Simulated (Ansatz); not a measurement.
Computed with DFT PBE, scalar-relativistic, plane waves, PAW, and for the lanthanide a 4f-in-core norm-conserving potential (Ansatz). All cells share a 690 eV cutoff and Γ-centred k meshes spaced at most about 0.3 Å⁻¹ (about 0.25 or finer for metals, 2π included). No spin polarisation in the final relaxations.

These are static total energies at zero pressure. All come from trial cells, and lower structures may exist.

Task: These unrelaxed guesses for HoO3 are each relaxed within their symmetry. Order them by the energy at which they end, lowest first.
A.

```
Ho O
1.0
     3.74523    0.00000    0.00000
     0.00000    3.74523    0.00000
     0.00000    0.00000    4.01755
Ho O
1 3
Direct
  0.00000 0.00000 0.50000
  0.50000 0.50000 0.00000
  0.00000 0.00000 0.00000
  0.50000 0.50000 0.50000
```

B.

```
Ho O
1.0
     2.94766    0.00000    0.00000
     0.00000    2.94766    0.00000
     0.00000    0.00000    7.66624
Ho O
1 3
Direct
  0.00000 0.00000 0.00000
  0.50000 0.50000 0.76481
  0.00000 0.00000 0.50000
  0.50000 0.50000 0.23519
```

C.

```
Ho O
1.0
     2.72351    0.00000    0.00000
    -1.36175    2.35863    0.00000
     0.00000    0.00000    8.20605
Ho O
1 3
Cartesian
  0.0000 0.0000 4.1030
  0.0000 0.0000 0.0000
  1.3618 0.7862 6.0143
  1.3618 0.7862 2.1918
```

D.

```
Ho O
1.0
     3.67125    0.00000    0.00000
    -1.83563    3.17940    0.00000
     0.00000    0.00000    4.04772
Ho O
1 3
Direct
  0.00000 0.00000 0.50000
  0.33333 0.66667 0.60999
  0.66667 0.33333 0.39001
  0.00000 0.00000 0.00000
```

Result: C (ends in P-6m2, 0 meV/atom), B (ends in P4/mmm, 43 meV/atom), D (ends in P-3m1, 274 meV/atom), A (ends in P4/mmm, 293 meV/atom).

In P-6m2, P4/mmm at 12.6 Å³/atom, P-3m1, P4/mmm at 12.0 Å³/atom an odd number of valence electrons (the lanthanide is held trivalent, its 4f shell in the core) allows no gap without spin; another valence of the lanthanide, a larger cell or a magnetic state could open one. A magnetic state wasn't ruled out in cells without spin, among them P-6m2, P4/mmm at 12.6 Å³/atom, P-3m1. Cells relaxed within their symmetry can be saddle points. Some types were kept out of the candidates beforehand, so the set may lack a known form.

The lanthanide is trivalent by construction, without f bands, f moments or other valences.
